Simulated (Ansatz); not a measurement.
Relaxed-ion elastic tensor of K2S (anti-fluorite, Fm-3m) in GPa (Voigt order), DFT-PBEsol in the program Ansatz with PAW potentials; density 1.86 g/cm³, 32.90 Å³ per atom.

```
36.1  12.0  12.0   0.0   0.0   0.0
12.0  36.1  12.0   0.0   0.0   0.0
12.0  12.0  36.1   0.0   0.0   0.0
 0.0   0.0   0.0   9.0   0.0   0.0
 0.0   0.0   0.0   0.0   9.0   0.0
 0.0   0.0   0.0   0.0   0.0   9.0
```

**Question.** Is the crystal mechanically stable?

**Answer.** Yes: the smallest eigenvalue of C is 9.0 GPa.

**Question.** Work out the Voigt, Reuss and Hill averages.

**Answer.** K_V = 20.0, K_R = 20.0, K_H = 20.0; G_V = 10.2, G_R = 10.0, G_H = 10.1 GPa.

**Question.** Give Young's modulus, Poisson's ratio, Pugh's ratio and the universal anisotropy index.

**Answer.** E = 9KG/(3K + G) = 25.9 GPa; ν = 0.28; K/G = 1.99 (ductile by the Pugh limit of 1.75); A_U = 5G_V/G_R + K_V/K_R − 6 = 0.11.

**Question.** Estimate the sound speeds and the Debye temperature.

**Answer.** v_l = √((K + 4G/3)/ρ) = 4250 m/s, v_t = √(G/ρ) = 2330 m/s, mean 2600 m/s; Θ = (h/k)(3n/4πV)^(1/3) v_m = 241 K.

**Question.** Give the Zener ratio and Young's modulus along [100], [110] and [111].

**Answer.** A = 2C44/(C11 − C12) = 0.74; 1/E = S11 − 2(S11 − S12 − S44/2)Γ with Γ = 0, 1/4, 1/3 gives 30.1, 24.8, 23.4 GPa.

**Question.** Solve the Christoffel equation for the three sound speeds along [100], [110], [111].

**Answer.** Eigenvalues of C_ijkl n_j n_l equal ρv². In km/s, slowest first: [100] 2.20, 2.20, 4.41; [110] 2.20, 2.55, 4.22; [111] 2.44, 2.44, 4.15.

Symmetry was held in the PBEsol relaxation.

Potentials: the later of the program's two PAW sets.
